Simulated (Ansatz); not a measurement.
Below is a relaxed structure of Be3As2. The cell was found from a structure generator's guess, not taken from experiment.

Level of theory: Ansatz 0.2.0, DFT PBE, scalar-relativistic, plane waves, PAW. Cutoff 420 eV, Γ-centred mesh, Gaussian smearing, no spin polarisation.

```xyz
5
Lattice="3.0929 -1.9737 0.0000 3.0929 1.9737 0.0000 -1.2499 0.0000 5.8960" Properties=species:S:1:pos:R:3 pbc="T T T"
Be    3.5091   -0.1725    2.2190
Be    3.0929   -1.0443    0.0000
Be    1.4268   -0.1725    3.6769
As    1.3698   -0.2925    1.3896
As    3.5661   -0.2925    4.5064
```

Formation energies are uncorrected and refer to the elements' standard structures at the same level.

Question: Find its symmetry and describe it.

Answer: C2 (No. 5). Conventional cell: a = 6.186 Å, b = 3.947 Å, c = 6.027 Å, β = 102.0°. Be on a site of symmetry 1 is surrounded by 3 As at 2.24–2.30 Å, 4 Be at 2.42–2.65 Å and 1 As at 2.45 Å; Be on a site of symmetry 2 has 4 As at 2.30–2.34 Å and 2 Be at 2.42 Å; As has 6 Be at 2.24–2.45 Å.

Question: How far does it lie from the elements in energy?

Answer: −0.066 eV/atom. A negative formation energy is needed for stability but isn't enough: competing phases decide.

Question: Is it a metal?

Answer: No, the gap on the 10×10×6 mesh is 0.37 eV.

The last run used a 10×10×6 mesh (in the run's order of axes) for its 5-atom cell and Gaussian smearing of 0.02 eV. Kohn–Sham gaps at this level usually fall short of measured ones. The reference form of As is held partly by dispersion forces, which this level lacks. Small gaps are read on the mesh alone, and bands can cross between its points. This cell was reached by moving the atoms of another relaxed cell at random and relaxing again, last within the group found; it had no such test of its own.
